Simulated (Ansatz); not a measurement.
PbI₂:
```cif
data_I2Pb
_chemical_formula_sum 'Pb1 I2'
_space_group_name_H-M_alt 'P-3m1'
_space_group_IT_number 164
_space_group_name_Hall '-P 3 2"'
_cell_length_a 4.55941
_cell_length_b 4.55941
_cell_length_c 6.97132
_cell_angle_alpha 90.000
_cell_angle_beta 90.000
_cell_angle_gamma 120.000
loop_
_atom_site_label
_atom_site_type_symbol
_atom_site_symmetry_multiplicity
_atom_site_Wyckoff_symbol
_atom_site_fract_x
_atom_site_fract_y
_atom_site_fract_z
_atom_site_occupancy
Pb1 Pb 1 a 0.00000 0.00000 0.00000 1
I1 I 2 d 0.33333 0.66667 0.27092 1
```

Relaxed with PBE+D3(BJ).

Q: Tabulate the valence density and the electron localisation function along the shortest Pb–I contact (3.24 Å), the program Ansatz at the PBE+D3(BJ) level (PAW).

A: 

| distance from Pb (Å) | density (e/Å³) | ELF |
|---|---|---|
| 0.32 | 7.05 | 0.01 |
| 0.49 | 4.70 | 0.11 |
| 0.65 | 2.80 | 0.30 |
| 0.81 | 1.48 | 0.42 |
| 0.97 | 0.75 | 0.42 |
| 1.13 | 0.41 | 0.33 |
| 1.30 | 0.25 | 0.25 |
| 1.46 | 0.20 | 0.24 |
| 1.62 | 0.20 | 0.34 |
| 1.78 | 0.24 | 0.56 |
| 1.94 | 0.34 | 0.71 |
| 2.11 | 0.51 | 0.70 |
| 2.27 | 0.76 | 0.65 |
| 2.43 | 1.12 | 0.59 |
| 2.59 | 2.78 | 0.49 |
| 2.75 | 7.52 | 0.30 |
| 2.92 | 13.44 | 0.17 |

The density is the valence pseudo-density with augmentation charge, so density and ELF within about 1 Å of a nucleus are not all-electron values.

The PBE+D3(BJ) relaxation kept the symmetry of its start; of distortions, only those at the zone centre were tested. Spin–orbit coupling is left out wherever it is not named.

Potentials: the later of the program's two PAW sets.
